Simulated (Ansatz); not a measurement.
VSi₂ in space group P6_222 (No. 180; V on 3d, Si on 6j) at seven volumes, plane-wave PAW r²SCAN (Ansatz code), shape and atoms relaxed at each. One row is withheld.

```csv
V (Å³/atom),P (GPa)
11.366,?
11.741,13.31
12.116,6.11
12.490,0.00
12.865,-5.19
13.240,-9.59
13.614,-13.31
```

Task: Fit the shown pressures and predict the withheld one.

Result: P = (3/2)B₀(x^(7/2) − x^(5/2))[1 + (3/4)(B′ − 4)(x − 1)] with x = (V₀/V)^(2/3). Least squares on the six rows gives V₀ = 12.490 Å³/atom, B₀ = 187 GPa, B′ = 4.48. At V = 11.366, x = 1.0649 and P = 21.80 GPa. The run itself gave 21.78 GPa.

The cell was relaxed with r²SCAN under the symmetry of its start; of distortions, only those at the zone centre were tested. The run is not spin-polarised.

Potentials: the later of the program's two PAW sets.
